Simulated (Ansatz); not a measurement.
A distorted cell of Cu (fcc, Cu type):

```xyz
4
Lattice="3.6288 0.0000 0.0000 0.0000 3.6288 0.0000 0.0000 0.0000 3.6288" Properties=species:S:1:pos:R:3 pbc="T T T"
Cu     0.0000     0.0000     0.0000
Cu     1.8144     1.8144     0.0000
Cu     1.8144     0.0000     1.8144
Cu     0.3606     2.1750     1.8144
```

The numbers are results of PBE (plane waves to 420 eV, PAW, scalar-relativistic; Ansatz, an electronic-structure program), not measurements. k mesh 10×10×10 (Γ-centred), Fermi-Dirac smearing 0.05 eV. The energy includes the smearing's −TS. Stress and pressure are positive under compression. With partly filled bands, energies and forces of such displacements shift with the k mesh and the smearing. Cu is run without spin polarisation. Cu was relaxed with its symmetry unable to fall. The PAW data are Ansatz's earlier set.

What forces act on the atoms (eV/Å, Cartesian)?


| atom | Fx | Fy | Fz |
|---|---|---|---|
| Cu1 | -0.173 | 1.120 | 0.000 |
| Cu2 | 1.120 | -0.173 | 0.000 |
| Cu3 | 2.749 | 2.749 | 0.000 |
| Cu4 | -3.695 | -3.695 | 0.000 |

What is the stress tensor (GPa)?


```
   12.8      8.8      0.0
    8.8     12.8      0.0
    0.0      0.0      9.9
```
The pressure, a third of the trace, is 11.8 GPa.

In it atom 4 sits (0.361, 0.361, 0.000) Å away from its relaxed site. What is its energy relative to the relaxed cell?

1080 meV/cell.

(For displaced atoms, the force is minus the slope of the energy, and its curvature is a force constant, which sets phonon frequencies.)
